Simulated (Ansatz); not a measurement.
## Pb$_{2}$Au: pressure against volume

Pb$_{2}$Au, I4/mcm, a = 7.327 Å, c = 5.666 Å. The structure is a COD entry; whether it is the stable form wasn't checked. Ansatz: PBEsol, PAW, 420 eV, Γ-centred 8×8×8 mesh on 6 atoms, Gaussian smearing 0.10 eV; no spin polarisation. Shape and atoms are relaxed at each volume; pressure is positive in compression.

| V (Å³/atom) | P (GPa) |
| --- | --- |
| 22.305 | 12.23 |
| 23.065 | 8.28 |
| 23.826 | 4.99 |
| 24.586 | 2.25 |
| 25.347 | 0.00 |
| 26.107 | -1.88 |
| 26.867 | ? |
| 27.881 | -5.07 |

Problem. Take V0 = 25.347 Å³/atom, fit the third-order Birch–Murnaghan form to the other rows, and predict the missing pressure.

Solution. With the Eulerian strain f = ½[(V0/V)^(2/3) − 1] and y = P/[3f(1 + 2f)^(5/2)], the form is the line y = B0 + 1.5 B0 (B0′ − 4) f. Rows (f, y): 0.04449, 74.0; 0.03246, 72.7; 0.02106, 71.2; 0.01027, 69.4; -0.00975, 67.5; -0.03077, 64.4. Means f = 0.01129, y = 69.867; Σ(Δf)² = 0.003859, ΣΔfΔy = 0.4904; the slope is their ratio. y = 68.43 + 127.1 f GPa, so B0 = 68.4 GPa and B0′ = 4 + 2 × (127.1)/(3 × 68.43) = 5.24. At V = 26.867, f = -0.01904, y = 66.01 and P = -3.42 GPa. The run gave -3.41 GPa, so the fit is 0.01 GPa too low, within twice the rms miss on the fitted rows (0.010 GPa).

Spin–orbit coupling is left out, which can shift energies with elements as heavy as these.

Cost: 8 runs of about 20 core-minutes in all, on Arm Neoverse V1 (shared hosts).